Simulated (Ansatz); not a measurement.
Input:

Mg:
```yaml
crystal:
  lattice:
    - [3.14658, 0.00000, 0.00000]
    - [-1.57329, 2.72502, 0.00000]
    - [0.00000, 0.00000, 5.03802]
  atoms:
    - { symbol: Mg, position: [0.33333, 0.66667, 0.25000] }
    - { symbol: Mg, position: [0.66667, 0.33333, 0.75000] }
```

This is the LDA-relaxed structure.

### Question
All from LDA in the plane-wave PAW code Ansatz, unless another level is named. Give the highest zone-centre frequency.

### Answer
262 cm⁻¹.

### Question
And the Debye temperature from the elastic constants?

### Answer
398 K.

Space group P6_3/mmc (hcp (Mg type)). The LDA relaxation kept the symmetry of its start. As this level gives no gap, shear constants depend on the k-mesh and smearing (Fermi–Dirac, 0.1 eV here). As this level gives no gap, phonon frequencies hold no LO–TO term and depend on the k-mesh and smearing (Fermi–Dirac, 0.1 eV here). On the denser mesh and wider smearing of the elastic run this cell carries a stress of 0.5 GPa.

Potentials: the earlier of the program's two PAW sets. The files were generated under PBE; for other functionals the program regenerates the frozen cores, and for LDA and PBEsol the local potential too.
